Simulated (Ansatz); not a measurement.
Data:

Zr₃N₄:
Space group I-43d (No. 220); a = 6.6570 Å, b = 6.6570 Å, c = 6.6570 Å, α = 90.00°, β = 90.00°, γ = 90.00°

| atom | site | symmetry | x | y | z |
|---|---|---|---|---|---|
| N | 16c | .3. | 0.0717 | 0.0717 | 0.0717 |
| Zr | 12a | -4.. | 0.0000 | 0.2500 | 0.3750 |
(The calculation used a cell of 14 atoms; values per cell refer to that cell.)

This is the LDA-relaxed structure.

### Question
All from LDA (plane waves, PAW; program Ansatz), unless another level is named. Predict the electron effective mass, band 2 of 2 at the edge.

### Answer
0.29 along [100], 0.31 along [110], 0.34 along [111] (mₑ).

### Question
Give the conduction-band minimum.

### Answer
at Γ.

Symmetry was held in the LDA relaxation. The run is not spin-polarised. Spin–orbit coupling is left out wherever it is not named.

Potentials: the later of the program's two PAW sets.

Edges and masses are those of Kohn–Sham bands, whose gap is no quasiparticle gap.
